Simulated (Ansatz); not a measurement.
Starting cell, SrTiO3 (cubic perovskite):

```xyz
5
Lattice="3.9364 0.0000 0.0000 0.0000 3.9364 0.0000 0.0000 0.0000 3.9364" Properties=species:S:1:pos:R:3 pbc="T T T"
Sr     0.0000     0.0000     0.0000
Ti     1.9682     1.9682     1.9682
O      0.0000     1.9682     1.9682
O      1.9682     1.9682     0.0000
O      1.9682     0.0000     1.9682
```

In this cell atom 2 (Ti, nearest neighbour O at 1.968 Å; its periodic images, 3.9 Å or more away, move with it) is moved by s along Cartesian [111], unit vector (0.577, 0.577, 0.577); all other atoms and the cell stay fixed.

All values below come from PBE (plane waves to 420 eV, PAW, scalar-relativistic; Ansatz, a quantum-chemistry and plane-wave program). k mesh 7×7×7 (Γ-centred), Fermi-Dirac smearing 0.05 eV. The energy includes the smearing's −TS. SrTiO3 is run without spin polarisation. SrTiO3 was relaxed with its symmetry unable to fall. ΔE is measured from the undisplaced structure.

```json
[
 {"s (Å)": "-0.590", "ΔE (meV/cell)": "1733"},
 {"s (Å)": "-0.472", "ΔE (meV/cell)": "892"},
 {"s (Å)": "-0.354", "ΔE (meV/cell)": "withheld"},
 {"s (Å)": "-0.236", "ΔE (meV/cell)": "93"},
 {"s (Å)": "-0.118", "ΔE (meV/cell)": "10"},
 {"s (Å)": "0.000", "ΔE (meV/cell)": "0"},
 {"s (Å)": "0.118", "ΔE (meV/cell)": "10"},
 {"s (Å)": "0.236", "ΔE (meV/cell)": "93"},
 {"s (Å)": "0.354", "ΔE (meV/cell)": "withheld"},
 {"s (Å)": "0.472", "ΔE (meV/cell)": "892"},
 {"s (Å)": "0.590", "ΔE (meV/cell)": "1733"}
]
```

Problem. Fit an even polynomial form (powers 2, 4, 6) to the given rows and predict ΔE at s = 0.354.

Solution. Least squares on the 9 given rows: ΔE = (605.6)·s² + (20040)·s⁴ + (-21500)·s⁶, in meV/cell with s in Å; root-mean-square residual 1.2 meV/cell. At 0.354 the fit gives 348 meV/cell; the calculation gives 357 meV/cell, so the interpolation is off by -9 (-2.5 %). The quadratic term alone would give 76 meV/cell.

(For displaced atoms, the force is minus the slope of the energy, and its curvature is a force constant, which sets phonon frequencies.)
